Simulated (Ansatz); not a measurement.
Crystals of one structure type (cubic perovskite) and one family of elements, relaxed and computed with DFT-HSE06 in the program Ansatz with PAW potentials.

```json
[
 {"crystal": "CaTiO3", "V (Å³/atom)": "11.35", "B₀ by P(V) fit (GPa)": "199"},
 {"crystal": "SrTiO3", "V (Å³/atom)": "11.81", "B₀ by P(V) fit (GPa)": "193"},
 {"crystal": "BaTiO3", "V (Å³/atom)": "12.58", "B₀ by P(V) fit (GPa)": "?"},
 {"crystal": "SrZrO3", "V (Å³/atom)": "14.16", "B₀ by P(V) fit (GPa)": "168"},
 {"crystal": "BaHfO3", "V (Å³/atom)": "14.55", "B₀ by P(V) fit (GPa)": "170"},
 {"crystal": "BaZrO3", "V (Å³/atom)": "14.73", "B₀ by P(V) fit (GPa)": "165"}
]
```

Problem. Fit a straight line to ln B₀ against ln V and predict the withheld value.

Solution. Least squares on the 5 shown rows: ln B₀ = -0.69 × ln V + (6.967), with a scatter of 1 %. For BaTiO3 this gives 185. The run itself gave 186, within the scatter.

Not the usual ambient phase: BaTiO3, cubic perovskite. Standing as an ambient phase not checked: CaTiO3, cubic perovskite; SrZrO3, cubic perovskite. All cells were relaxed under the symmetry of their starts (and spin orders); stability against distortions was not tested throughout. Rows with no word on spin ran without spin polarisation. Spin–orbit coupling is left out wherever it is not named.

Potentials: the later of the program's two PAW sets.
